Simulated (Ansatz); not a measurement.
This cell of ZnAu (CsCl type) is off equilibrium:

```
CELL_PARAMETERS angstrom
      6.37355     0.00000     0.00000
      0.00000     3.18677     0.00000
      0.00000     0.00000     3.18677
ATOMIC_POSITIONS crystal
  Zn 0.25000 0.50000 0.50000
  Zn 0.75000 0.50000 0.50000
  Au 0.98536 0.00000 0.00000
  Au 0.51464 0.00000 0.00000
```

Calculation: PBE (plane waves to 420 eV, PAW, scalar-relativistic; Ansatz, an electronic-structure program). k mesh 8×15×15 (Γ-centred), Fermi-Dirac smearing 0.05 eV. Stress and pressure are positive under compression. With partly filled bands, energies and forces of such displacements shift with the k mesh and the smearing. Spin-orbit coupling is left out, though Au is heavy. ZnAu was relaxed with its symmetry unable to fall.

Task: What forces act on the atoms (eV/Å, Cartesian)?

Result: 
```
atom      Fx     Fy     Fz
----  ------  -----  -----
Zn1    0.000  0.000  0.000
Zn2    0.000  0.000  0.000
Au3    0.612  0.000  0.000
Au4   -0.612  0.000  0.000
```

(A displaced cell: forces are minus the slopes of the energy, force constants its curvatures, and phonons follow from these.)
